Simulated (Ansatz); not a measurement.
Given:

Relaxed ScPt₃ (Cu3Au type):

```xyz
8
Lattice="7.8448 0.0000 0.0000 3.9224 3.9224 0.0000 3.9224 0.0000 3.9224" Properties=species:S:1:pos:R:3 pbc="T T T"
Sc     0.0000     0.0000     0.0000
Sc     3.9224     0.0000     0.0000
Pt     9.8060     1.9612     0.0000
Pt     5.8836     1.9612     0.0000
Pt     7.8448     1.9612     1.9612
Pt    11.7672     1.9612     1.9612
Pt     9.8060     0.0000     1.9612
Pt     5.8836     0.0000     1.9612
```

A phonon eigenvector at R = (0.5, 0.5, 0.5) is frozen into this cell: atom i moves by Q times the vector below, so Q is the largest atomic displacement, in Å. The cell is held. It is one choice among 3 degenerate patterns. (q is in reciprocal vectors of the primitive cell; the cell shown is doubled to hold the pattern.)

```tsv
atom	x	y	z
Sc1	0.000	0.000	-1.000
Sc2	0.000	0.000	1.000
Pt5	0.000	0.174	0.000
Pt6	0.000	-0.174	0.000
Pt7	0.174	0.000	0.000
Pt8	-0.174	0.000	0.000
```

Atoms not listed stay in place.

All values below come from LDA (plane waves to 420 eV, PAW, scalar-relativistic; Ansatz, an electronic-structure program). k mesh 12×12×12 (Γ-centred), Fermi-Dirac smearing 0.05 eV. E stands for the smeared free energy. With partly filled bands, energies and forces of such displacements shift with the k mesh and the smearing. ScPt3 is run without spin polarisation. ScPt3 was relaxed with its symmetry unable to fall. Spin-orbit coupling is left out, though Pt is heavy. ΔE is measured from the undisplaced structure.

The scan covers Q from -0.100 to 0.100 Å in 13 points.

Problem. Which space group does the distorted structure have?

Solution. I4/mmm (No. 139), lowered from Pm-3m.

Problem. What is the energy change at Q = 0.100 Å?

Solution. 124 meV/cell.

Problem. What harmonic wavenumber does the curvature at Q = 0 give?

Solution. 242 cm⁻¹.

(A displaced cell: forces are minus the slopes of the energy, force constants its curvatures, and phonons follow from these.)
